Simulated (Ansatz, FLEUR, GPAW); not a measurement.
# SnTe3: 3 runs at one level of theory

```xyz
4
Lattice="0.0000 3.8612 3.8612 3.8612 0.0000 3.8612 3.8612 3.8612 0.0000" Properties=species:S:1:pos:R:3 pbc="T T T"
Te    3.8612    3.8612    3.8612
Te    5.7918    5.7918    5.7918
Te    1.9306    1.9306    1.9306
Sn    0.0000    0.0000    0.0000
```

The cell comes from a database or a generator and needn't be the stable form of this composition.

Alike in all runs: task equation of state; functional PBE; k mesh 6 × 6 × 6; occupations fermi-dirac, width 0.05 eV; no spin polarisation; no spin-orbit coupling.

```tsv
program and potentials	plane-wave cutoff (eV)	notes	equilibrium volume (Å³/atom)	bulk modulus (GPa)
Ansatz, Ansatz PAW	420	-	28.87	48.3
FLEUR, all-electron, FLAPW	-	-	28.88	48.3
GPAW, GPAW PAW data sets (gpaw-data 1.2.1)	600	-	28.64	48.4
```

The equilibrium volume spans 28.64 (GPAW, GPAW PAW data sets (gpaw-data 1.2.1)) to 28.88 Å³/atom (FLEUR, all-electron, FLAPW), with all-electron results at 28.88. The bulk modulus spans 48.3 (Ansatz, Ansatz PAW) to 48.4 GPa (GPAW, GPAW PAW data sets (gpaw-data 1.2.1)), with all-electron results at 48.3.

Differences between rows come from potentials, basis sets and numerical settings, since the functional is the same but for its coding. Runs on potential files found faulty are left out.
